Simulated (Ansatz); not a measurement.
**rocksalt-structured GdN**

Level of theory: DFT, HSE06, scalar-relativistic, collinear spin; plane waves to 420 eV with PAW datasets (Ansatz 0.2.0), Γ-centred 8×8×8 mesh, 0.05 eV Gaussian smearing. The datasets are Ansatz's generated set soft_2.

```yaml
crystal:
  lattice:
    - [0.00000, 2.48789, 2.48789]
    - [2.48789, 0.00000, 2.48789]
    - [2.48789, 2.48789, 0.00000]
  atoms:
    - { symbol: Gd, position: [0.50000, 0.50000, 0.50000] }
    - { symbol: N, position: [0.00000, 0.00000, 0.00000] }
```

The start was a prototype's sites filled with these elements; the Crystallography Open Database holds the compound in this structure.

Magnetic state: ferromagnetic, site spin moments Gd 6.94; N -0.13 μB.

The volume is at zero pressure for this level.

The cell has space group Fm-3m (read at 0.01 Å). In it the stress is 0.08, 0.08, 0.08, 0.00, 0.00, 0.00 GPa and the largest force component 0.000 eV/Å. Each change below starts from this cell, without further relaxation. Stress is in GPa, positive in compression, in the order xx, yy, zz, yz, xz, xy; energies are counted from the cell above and are free energies with the smearing's entropy, which match forces and stress in a metal.

One atom was moved along a Cartesian axis, and these forces appeared. Which atom, and about how far?
```tsv
atom	Fx (eV/Å)	Fy	Fz
Gd1	0.000	0.546	0.000
N2	0.000	-0.546	0.000
```

Atom 2 (N) is moved by 0.20 Å along y; the energy changes by 34.5 meV per cell. Moving the other atom the opposite way is the same thing.

What stress follows from an engineering strain of -1 % in zz, atoms carried along?

0.94, 0.94, 3.38, 0.00, 0.00, 0.00 GPa; the energy changes by 3.3 meV per cell.
The change of the stress over the strain gives a clamped-atom stiffness of about 330 GPa for this component, a secant value that lies under the elastic constant in tension and over it in compression, by several per cent for each per cent of strain.

No spin–orbit coupling, a notable omission for heavy elements. The run wasn't fully tested for a lower electronic state. Pressures of hybrids are less tightly converged. For a metal under a hybrid functional this mesh is coarse. Site moments are of spin, integrated over atomic spheres. No antiparallel order was tried.
